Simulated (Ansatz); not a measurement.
Relaxed Ta (bcc, W type):

```yaml
crystal:
  lattice:
    - [-3.31974, 3.31974, 3.31974]
    - [1.65987, -1.65987, 1.65987]
    - [1.65987, 1.65987, -1.65987]
  atoms:
    - { symbol: Ta, position: [0.00000, 0.00000, 0.00000] }
    - { symbol: Ta, position: [0.50000, 0.00000, 0.00000] }
```

The atoms are displaced by Q × the pattern below (from a DFPT mode at N = (0.5, 0.0, 0.0), largest move 1; Q in Å), at fixed cell. (q is in reciprocal vectors of the primitive cell; the cell shown is doubled to hold the pattern.)

```
atom      x       y       z
----  -----  ------  ------
Ta1   0.000   0.707  -0.707
Ta2   0.000  -0.707   0.707
```

The numbers are results of PBE (plane waves to 420 eV, PAW, scalar-relativistic; Ansatz, a first-principles code), not measurements. k mesh 10×20×20 (Γ-centred), Fermi-Dirac smearing 0.05 eV. With partly filled bands, energies and forces of such displacements shift with the k mesh and the smearing. Spin-orbit coupling is left out, though Ta is heavy. Ta is run without spin polarisation. Ta was relaxed with its symmetry unable to fall. The PAW data are Ansatz's earlier set.

At one point of the scan the forces (eV/Å) are:

```
atom     Fx      Fy      Fz
----  -----  ------  ------
Ta1   0.000   0.172  -0.172
Ta2   0.000  -0.172   0.172
```

Problem. Which point is it?
(A) Q = -0.140 Å
(B) Q = -0.280 Å
(C) Q = -0.047 Å
(D) Q = -0.233 Å

Solution. C, Q = -0.047 Å

(For displaced atoms, the force is minus the slope of the energy, and its curvature is a force constant, which sets phonon frequencies.)
